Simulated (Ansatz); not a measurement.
An adatom of Cu (last atom) in a relaxed place, one a cell, on the (111) face of Pb; held atoms: 1, 2, 3, 4:

```
Pb Cu
1.0
     7.01418    0.00000    0.00000
    -3.50709    6.07446    0.00000
     0.00000    0.00000   24.72705
Pb Cu
12 1
Cartesian
  1.7535 1.0124 8.5000
  0.0000 4.0496 8.5000
  5.2606 1.0124 8.5000
  3.5071 4.0496 8.5000
  3.5071 2.0239 11.2121
  1.7453 5.0559 11.3192
  0.0000 2.0323 11.3192
  -1.7454 5.0559 11.3193
  -1.8242 2.9950 14.1255
  0.0001 -0.0017 14.0750
  1.8239 2.9951 14.1253
  3.5072 0.0810 14.1242
  -0.0001 4.0496 15.7854
```

The calculation used DFT PBE+D3(BJ), scalar-relativistic, plane waves, PAW in Ansatz 0.2.0. Plane waves to 420 eV, a k mesh through Γ of 6×6×1 on the computed 13-atom cell and Gaussian smearing (0.10 eV); no spin polarisation. A dipole correction removes the field between periodic images along c.

It hops 2.02 Å to the relaxed place at (0.167, 0.333) in fractions of a and b. The path is a climbing-image nudged elastic band with five inner images; energies are free energies at this smearing.

**Question.** How high is the barrier for this hop?

**Answer.** 0.14 eV forward and 0.11 eV backward.

| image | path length, all atoms (Å) | E − E_start (eV) | y (Å) | height over the top atom (Å) |
| --- | --- | --- | --- | --- |
| 0 | 0.00 | 0.000 | 4.05 | 1.66 |
| 1 | 0.42 | 0.019 | 3.73 | 1.55 |
| 2 | 0.85 | 0.088 | 3.38 | 1.46 |
| 3 | 1.27 | 0.138 | 3.00 | 1.47 |
| 4 | 1.67 | 0.099 | 2.65 | 1.49 |
| 5 | 2.07 | 0.047 | 2.33 | 1.60 |
| 6 | 2.46 | 0.031 | 2.02 | 1.69 |

**Question.** What does the highest image look like?

**Answer.**
```yaml
crystal:
  lattice:
    - [7.01418, 0.00000, 0.00000]
    - [-3.50709, 6.07446, 0.00000]
    - [0.00000, 0.00000, 24.72705]
  atoms:
    - { symbol: Pb, position: [0.33333, 0.16667, 0.34375] }
    - { symbol: Pb, position: [0.33333, 0.66667, 0.34375] }
    - { symbol: Pb, position: [0.83333, 0.16667, 0.34375] }
    - { symbol: Pb, position: [0.83333, 0.66667, 0.34375] }
    - { symbol: Pb, position: [0.66246, 0.32492, 0.45293] }
    - { symbol: Pb, position: [0.67073, 0.83916, 0.45834] }
    - { symbol: Pb, position: [0.16891, 0.33782, 0.45794] }
    - { symbol: Pb, position: [0.16843, 0.83916, 0.45834] }
    - { symbol: Pb, position: [0.97532, 0.49669, 0.56587] }
    - { symbol: Pb, position: [0.01803, 0.03606, 0.57838] }
    - { symbol: Pb, position: [0.52138, 0.49669, 0.56587] }
    - { symbol: Pb, position: [0.48235, 0.96469, 0.57765] }
    - { symbol: Cu, position: [0.24700, 0.49400, 0.63776] }
```

Other mechanisms, such as exchange with a surface atom, weren't sought.

Spin-orbit coupling is left out, which matters for the bands of heavy elements.

Cost: 1 run of about 43 core-minutes, on AMD EPYC 9R45 (Zen 5) (shared hosts).